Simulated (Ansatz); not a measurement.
**Profile along the Mn–Si line in MnSi (FeSi type, space group P2_13)**

MnSi (FeSi type, space group P2_13)

```xyz
8
Lattice="4.5182 0.0000 0.0000 0.0000 4.5182 0.0000 0.0000 0.0000 4.5182" Properties=species:S:1:pos:R:3 pbc="T T T"
Mn     0.6164     0.6164     0.6164
Mn     2.8755     1.6427     3.9018
Mn     3.9018     2.8755     1.6427
Mn     1.6427     3.9018     2.8755
Si     3.8187     3.8187     3.8187
Si     1.5596     2.9587     0.6996
Si     0.6996     1.5596     2.9587
Si     2.9587     0.6996     1.5596
```

Fields along a shortest Mn–Si line of a {110} plane (2.28 Å), from Mn to Si, interpolated on the slice's grid (step about 0.2 Å). The numbers are results of PBE (plane waves to 420 eV, PAW, scalar-relativistic; Ansatz, a first-principles code), not measurements. k mesh 10×10×10. Inside the PAW spheres the values are not all-electron values, and peaks at nuclei hang on which shells count as valence. MnSi was relaxed with its symmetry unable to fall. Relaxed MnSi ends ferromagnetic. The PAW data are Ansatz's earlier set. Other magnetic orders were not checked, so this need not be the ground state.

| distance from Mn (Å) | valence electron density (e/Å³) | spin density, up minus down (e/Å³) | electron localisation function | ELF of the up spins | ELF of the down spins |
|---|---|---|---|---|---|
| 0.00 | 30.51 | 2.33 | x | x | x |
| 0.11 | 28.12 | 2.06 | x | x | x |
| 0.23 | 22.12 | 1.47 | x | x | x |
| 0.34 | 15.01 | 0.87 | x | x | x |
| 0.46 | 8.96 | 0.47 | x | x | x |
| 0.57 | 4.83 | 0.25 | 0.50 | 0.50 | 0.50 |
| 0.68 | 2.45 | 0.14 | 0.41 | 0.42 | 0.39 |
| 0.80 | 1.27 | 0.09 | 0.33 | 0.35 | 0.29 |
| 0.91 | 0.77 | 0.05 | 0.29 | 0.32 | 0.26 |
| 1.03 | 0.58 | 0.02 | 0.34 | 0.35 | 0.32 |
| 1.14 | 0.52 | 0.01 | 0.46 | 0.46 | 0.46 |
| 1.25 | 0.51 | 0.00 | 0.60 | 0.58 | 0.61 |
| 1.37 | 0.51 | -0.01 | 0.67 | 0.66 | 0.68 |
| 1.48 | 0.49 | -0.01 | 0.66 | 0.65 | 0.67 |
| 1.60 | 0.45 | -0.01 | 0.58 | 0.58 | 0.59 |
| 1.71 | 0.37 | -0.01 | 0.47 | 0.46 | 0.48 |
| 1.82 | 0.29 | -0.01 | x | x | x |
| 1.94 | 0.22 | -0.01 | x | x | x |
| 2.05 | 0.17 | 0.00 | x | x | x |
| 2.17 | 0.14 | 0.00 | x | x | x |
| 2.28 | 0.14 | 0.00 | x | x | x |

x: too close to a nucleus for the ELF to mean much.

Density on the Mn–Si line (2.28 Å) at its midpoint: 0.52 e/Å³. ELF at that point: 0.5. ELF maximum in the middle third of the Mn–Si line: 0.67, 1.4 Å from Mn.
